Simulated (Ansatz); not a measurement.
AlN:
```
AlN
1.0
    0.00000     2.18857     2.18857
    2.18857     0.00000     2.18857
    2.18857     2.18857     0.00000
Al N
1 1
Direct
  0.00000   0.00000   0.00000
  0.25000   0.25000   0.25000
```

x, y and z are the axes in which the lattice vectors are written.

### Question
Give the proper piezoelectric stress tensor with relaxed ions from PBEsol in the plane-wave PAW code Ansatz.

### Answer
In C/m², rows x, y, z, Voigt columns; mesh uncertainty up to 0.00.
```
0.00  0.00  0.00  0.58  0.00  0.00
0.00  0.00  0.00  0.00  0.58  0.00
0.00  0.00  0.00  0.00  0.00  0.58
```

The elastic tensor of the same run (GPa):

```
286  158  158  0.0  0.0  0.0
158  286  158  0.0  0.0  0.0
158  158  286  0.0  0.0  0.0
0.0  0.0  0.0  179  0.0  0.0
0.0  0.0  0.0  0.0  179  0.0
0.0  0.0  0.0  0.0  0.0  179
```

### Question
Convert to strain constants d = e·S.

### Answer
In pC/N:
```
0.0  0.0  0.0  3.2  0.0  0.0
0.0  0.0  0.0  0.0  3.2  0.0
0.0  0.0  0.0  0.0  0.0  3.2
```

Space group F-43m (zinc blende). The cell was relaxed with PBEsol under the symmetry of its start.

Potentials: the earlier of the program's two PAW sets.
